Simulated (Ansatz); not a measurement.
Notes on LaYbF

```
F La Yb
1.0
     4.15735    0.00000    0.00000
     0.00000    4.15735    0.00000
     0.00000    0.00000    7.17250
F La Yb
2 2 2
Direct
  0.75000 0.25000 0.00000
  0.25000 0.75000 0.00000
  0.25000 0.25000 0.23050
  0.75000 0.75000 0.76950
  0.25000 0.25000 0.64800
  0.75000 0.75000 0.35200
```

The numbers come from plane-wave PAW DFT (Ansatz): r2SCAN, no spin polarisation, 500 eV, 6×6×4 Γ-centred k points, gaussian occupations (width 0.037 eV). Nothing was relaxed.

Q: Describe some of the short contacts.

A: F–La at 2.66 Å: least valence density 0.20 e/Å³ and ELF 0.07 there. F–F at 2.94 Å: least valence density 0.06 e/Å³ and ELF 0.02 there. La–Yb at 2.99 Å: least valence density 0.17 e/Å³ and ELF 0.05 there. These are pseudo-fields; inside the PAW spheres they differ from the all-electron ones.

Q: Metal or insulator?

A: It is a metal, with about 7.3 states/eV a cell as the mean within 0.25 eV of the Fermi level, mostly La d (45 %) and Yb d (29 %).

Q: What is the formation energy?

A: -1.13 eV an atom against the elements' usual phases (free molecules for gases, crystals otherwise, with no correction for O₂ or N₂), so it is bound against them; other compounds may still compete. Relaxing would lower it.

Q: Which atom feels the largest force, and which way?

A: The largest is on La3 (and as large on other atoms): 1.08 eV/Å, components (0.00, 0.00, -1.08). It makes 52° with the line to a nearest neighbour, F1 at 2.66 Å.

Q: Is the cell too large or too small?

A: The pressure is 8.2 GPa (compression positive), so with the atoms held at these fractions the cell would first expand; the forces are large, so a full relaxation may end otherwise. The principal stresses 7.3, 7.3, 9.9 GPa differ, so its shape would change too.

Origin: a known structure type with other elements, at an estimated volume, so it need not be a known compound. Caveats: no spin polarisation, so a magnetic state may lie lower; f levels without a U or exact exchange are poorly placed.
